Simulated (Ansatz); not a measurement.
# Ansatz 0.2.0, relaxation: SrB2Ir2

Run with:

```bash
ansatz run input.yaml --threads 2 --pin off --max-ram 3584MiB --backend cpu --events-out ev --progress --plain --runs-dir out
```

input.yaml:

```yaml
crystal:
  lattice:
    - [0.0, 4.75853504, 3.03211631]
    - [0.0, -4.75853504, 3.03211631]
    - [5.40303014, 0.0, -3.03211631]
  atoms:
    - { symbol: Ir, position: [0.3699, 0.3699, 0.7398] }
    - { symbol: Ir, position: [0.6301, 0.6301, 0.2602] }
    - { symbol: Ir, position: [0.3801, 0.8801, 0.7602] }
    - { symbol: Ir, position: [0.1199, 0.6199, 0.2398] }
    - { symbol: Sr, position: [0.0, 0.0, 0.0] }
    - { symbol: Sr, position: [0.75, 0.25, 0.5] }
    - { symbol: B, position: [0.328, 0.672, 0.0] }
    - { symbol: B, position: [0.672, 0.328, 0.0] }
    - { symbol: B, position: [0.422, 0.578, 0.5] }
    - { symbol: B, position: [0.078, 0.922, 0.5] }
  symmetry: { tolerance: 0.0003 }
kpoints:
  mp_grid: { grid: [4, 4, 4], shift: [0, 0, 0] }
magnetization:
  spin_polarized: false
scf:
  occupations: { method: fermi_dirac }
  lower_state_search: "off"
hamiltonian:
  pseudopotentials: { kind: paw }
  xc: r2scan
basis:
  ecutwfc: 500
  fft_grid_basis: typed
relax:
  max_steps: 80
output:
  forces: true
  stress: true
  eigenvalues: true
  bader: true
  populations: true
  elf: true
  write_potential: true
  volumetric_format: npy
  dos:
    e_range: [-12, 8]
    de: 0.05
    projected: { site_lists: { B: [B], Ir: [Ir], Sr: [Sr] } }
checkpoint:
  read: saved_state
```

Origin of the cell: a known structure type with other elements, at an estimated volume, so it need not be a known compound.

The smearing width isn't typed, so it takes its default of 0.1 eV.

The saved state is a converged single point of the same cell.

Steps:

```csv
step,ΔF (meV/atom),max force component (eV/Å),SCF iterations,step was
1,0.0,0.165,5,accepted
2,-0.3,0.074,5,accepted
3,-0.4,0.007,5,accepted
4,-0.4,0.007,2,accepted
```

The starting structure.

Space group Fddd (No. 70); the run's cell has a = 5.642 Å, b = 5.642 Å, c = 6.196 Å, α = 105.25°, β = 105.25°, γ = 114.99°. Shortest distances: B–Ir 2.13 Å, Ir–Ir 2.81 Å, Ir–Sr 3.10 Å, B–Sr 3.12 Å, B–B 3.22 Å.

After:

Space group Fddd (No. 70); the run's cell has a = 5.642 Å, b = 5.642 Å, c = 6.196 Å, α = 105.25°, β = 105.25°, γ = 114.99°. Shortest distances: B–Ir 2.12 Å, Ir–Ir 2.82 Å, Ir–Sr 3.10 Å, B–Sr 3.11 Å, B–B 3.23 Å.

```xyz
10
Lattice="0.0000 4.7585 3.0321 0.0000 -4.7585 3.0321 5.4030 0.0000 -3.0321" Properties=species:S:1:pos:R:3 pbc="T T T"
Ir    3.9919    0.0000    0.0000
Ir    1.4111    0.0000    3.0321
Ir    4.1126   -2.3793    1.5161
Ir    1.2904   -2.3793    1.5161
Sr    0.0000    0.0000    0.0000
Sr    2.7015    2.3793    1.5161
B     0.0000   -1.6470    3.0321
B     0.0000    1.6470    3.0321
B     2.7015   -0.7323    1.5161
B     2.7015   -4.0263    1.5161
```

* Free energy lowered by: 0.4 meV/atom
* Final pressure: -3.47 GPa
* Relaxation steps listed: 4

Caveats: no moments, though an odd count or open d shells may carry them; no spin-orbit coupling, though heavy elements are present; the SCF threshold is looser than advised for a stress; the k mesh is coarse if the cell is a metal; the relaxation held the start's symmetry, so the end may be a saddle point.

Time: 100 s on 2 threads of Arm Neoverse V2, with other jobs on the host, peak memory 1 GiB, from a saved density.
